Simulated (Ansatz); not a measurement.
Rh:
```
CELL_PARAMETERS angstrom
      2.67552     0.00000     0.00000
     -1.33776     2.31707     0.00000
      0.00000     0.00000     8.72702
ATOMIC_POSITIONS crystal
  Rh 0.00000 0.00000 0.00000
  Rh 0.00000 0.00000 0.50000
  Rh 0.33333 0.66667 0.25000
  Rh 0.66667 0.33333 0.75000
```

Relaxed with PBEsol. Special points in fractions of this cell's reciprocal vectors: Γ (0.000, 0.000, 0.000); M (0.500, 0.000, 0.000); K (0.333, 0.333, 0.000); A (0.000, 0.000, 0.500); L (0.500, 0.000, 0.500); H (0.333, 0.333, 0.500).

Q: List the band energies nearest the Fermi level at these points for PBEsol in the plane-wave PAW code Ansatz.

A: In eV from the Fermi level; about four levels below and three above (degenerate sets whole), none deeper than 8.9 eV; points with the same levels are listed once.

```
k                          below                above
-  -----------------------------  -------------------
Γ        -0.89 -0.89 -0.37 -0.37       0.44 0.44 0.60
M        -2.77 -2.28 -1.64 -1.62       0.56 0.57 0.61
K  -1.85 -1.85 -0.80 -0.80 -0.07       0.08 0.08 0.28
A        -1.18 -1.18 -1.18 -1.18  0.07 0.07 0.07 0.07
L        -1.06 -1.06 -0.12 -0.12  0.60 0.60 0.83 0.83
H        -1.84 -1.84 -1.12 -1.12  0.12 0.12 0.38 0.38
```

Space group P6_3/mmc (dhcp (α-La type)). The workflow started from a Materials Project entry (that database holds measured and hypothetical structures alike); the Crystallography Open Database copy checked does not list it. It is not the phase usual at ambient conditions (space group No. 225). The cell was relaxed with PBEsol under the symmetry of its start; its stability against distortions is not shown here. The run is not spin-polarised. Spin–orbit coupling is left out wherever it is not named.

Potentials: the later of the program's two PAW sets.
